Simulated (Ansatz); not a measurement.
Cell and atoms are relaxed with the symmetry kept. Start:

```xyz
8
Lattice="5.2650 0.0000 0.0000 0.0000 5.2650 0.0000 0.0000 0.0000 5.2650" Properties=species:S:1:pos:R:3 pbc="T T T"
Ta    1.3162    0.0000    2.6325
Ta    2.6325    3.9487    0.0000
Ta    3.9487    0.0000    2.6325
Ta    2.6325    1.3162    0.0000
Ta    0.0000    2.6325    3.9487
Ta    0.0000    2.6325    1.3162
Sb    0.0000    0.0000    0.0000
Sb    2.6325    2.6325    2.6325
```

Method: DFT r2SCAN, scalar-relativistic, plane waves, PAW in Ansatz 0.2.0.

Cutoff 500 eV; k points 8×8×8 on the computed 8-atom cell (Γ-centred); Gaussian smearing, width 0.10 eV; no spin polarisation.

Problem. What does it relax to?

Solution. The volume increases by 0.05 Å³/atom to 18.29 Å³/atom, and the energy changes by under 0.1 meV/atom. Final structure:
```
Ta Sb
1.0
     5.26980    0.00000    0.00000
     0.00000    5.26980    0.00000
     0.00000    0.00000    5.26980
Ta Sb
6 2
Cartesian
  1.3174 0.0000 2.6349
  2.6349 3.9523 0.0000
  3.9523 0.0000 2.6349
  2.6349 1.3174 0.0000
  0.0000 2.6349 3.9523
  0.0000 2.6349 1.3174
  0.0000 0.0000 0.0000
  2.6349 2.6349 2.6349
```

Spin–orbit coupling is left out, which can shift energies with elements as heavy as these.

Cost: 1 run of about 2 core-minutes, on Oxide Virtual Turin-like Processor (Zen 5) (shared hosts).